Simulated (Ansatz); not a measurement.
BaNi2P2 (I4/mmm): electronic heat capacity and spin susceptibility from the density of states

Level of theory: DFT r2SCAN, scalar-relativistic, plane waves, PAW in Ansatz 0.2.0.

Settings: cutoff 500 eV, Γ-centred mesh 12×12×12 on the computed 5-atom cell, Gaussian smearing of 0.10 eV; no spin polarisation.

Relaxed cell: I4/mmm, a = 3.905 Å, b = 3.905 Å, c = 12.031 Å, α = 90.00°, β = 90.00°, γ = 90.00°, 5 atoms in the primitive cell. Whether it is the stable form of this composition wasn't checked.

The density of states at the Fermi level is 3.356 states/eV in the cell of 5 atoms (1 formula unit; both spins, tetrahedra on a 18×18×18 mesh).

Task: What Sommerfeld coefficient and Pauli susceptibility does this give?

Result: Per formula unit N(E_F) = 3.356 states/eV. γ = (π²/3) k_B² N(E_F) N_A = 2.357 mJ/(mol K²) per state/eV, so γ = 7.9 mJ/(mol K²), a mole of formula units. χ_P = μ_B² N(E_F) N_A = 3.23×10⁻⁵ emu/mol per state/eV gives 10.8×10⁻⁵ emu/mol. This is the bare band result: a measured γ of the same phase is as a rule larger by a factor 1 + λ from phonons and spin fluctuations, the spin part of χ is larger by the Stoner factor, and a measured χ also holds orbital and core terms. N(E_F) at one energy is sensitive to the mesh where the density of states has sharp peaks.

Spin-orbit coupling is left out, which matters for the bands of heavy elements. Spin polarisation was left out, and a magnetic state may lie lower.

A ferromagnetic start lost its moments in a first run, so spin was left out; other magnetic orders weren't tried.

Cost: 1 run of about 5 core-minutes, on Arm Neoverse V2 (shared hosts).